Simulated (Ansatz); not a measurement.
TiGa2 in space group Fddd (No. 70; Ga on 16f, Ti on 8b) at seven volumes, r²SCAN (plane waves, PAW; program Ansatz), shape and atoms relaxed at each. One row is withheld.

```csv
V (Å³/atom),P (GPa)
14.660,12.49
15.144,7.63
15.627,3.50
16.110,0.00
16.594,?
17.077,-5.50
17.560,-7.63
```

Task: Fit the shown pressures and predict the withheld one.

Result: Third-order Birch–Murnaghan: P = (3/2)B₀(x^(7/2) − x^(5/2))[1 + (3/4)(B′ − 4)(x − 1)] with x = (V₀/V)^(2/3). Least squares on the six rows gives V₀ = 16.111 Å³/atom, B₀ = 107.3 GPa, B′ = 4.45. At V = 16.594, x = 0.9805 and P = -2.97 GPa. The run itself gave -2.98 GPa.

The start of the workflow was typed in or built on a structure type; neither database checked (COD, Materials Project) lists it. Its standing as an ambient phase is unchecked. The r²SCAN relaxation kept the symmetry of its start; whether a distortion lowers the energy is not shown. No spin polarisation was allowed.

Potentials: the later of the program's two PAW sets.
